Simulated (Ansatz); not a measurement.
## Structure relaxation, Be

The start is a randomly generated symmetric cell of Be (space group No. 63). Cell shape, volume and atoms are optimised at zero target pressure with r2SCAN (plane waves to 500 eV, PAW, scalar-relativistic; Ansatz, a program for electronic structure). The first steps use a coarse 15×15×9 k-mesh.

Input geometry:
```
Be
1.0
    1.22904    -2.03964     0.00000
    1.22904     2.03964     0.00000
    0.00000     0.00000     3.48501
Be
2
Direct
  0.56462   0.43538   0.75000
  0.43538   0.56462   0.25000
```

Q: What pressure does the first self-consistent step give?

A: +9.3 GPa (positive: the cell is compressed).

Q: What is the largest force in the starting geometry, and on which atom (counted from 1)?

A: 3.09 eV/Å, on Be1, Be2 (atoms numbered as listed).

Q: Does the structure survive the relaxation? Give the final space group.

A: The space group goes from Cmcm (No. 63) to P6₃/mmc (No. 194); the end is hcp (Mg type), with 2 atoms in the primitive cell.

Q: How much energy is released per atom?

A: 0.87 eV/atom.

Q: How do the shortest distances between atoms change?

A: The closest pairs of elements (up to four, under 3.6 Å), start → end: Be–Be 1.82 → 2.21 Å.

Q: Give the final cell and atomic positions.

A: 
```cif
data_Be2
_chemical_formula_sum 'Be2'
_space_group_name_H-M_alt 'P63/mmc'
_space_group_IT_number 194
_space_group_name_Hall '-P 6c 2c'
_cell_length_a 2.26371
_cell_length_b 2.26371
_cell_length_c 3.56389
_cell_angle_alpha 90.000
_cell_angle_beta 90.000
_cell_angle_gamma 120.000
loop_
_atom_site_label
_atom_site_type_symbol
_atom_site_symmetry_multiplicity
_atom_site_Wyckoff_symbol
_atom_site_fract_x
_atom_site_fract_y
_atom_site_fract_z
_atom_site_occupancy
Be1 Be 2 d 0.66667 0.33333 0.25000 1
```

Final values are on a 23×23×13 k-mesh of the relaxed cell. No spin polarisation in the result.

The run could not lose the symmetry of its start; a randomly shaken copy of 4 atoms returns to this structure.
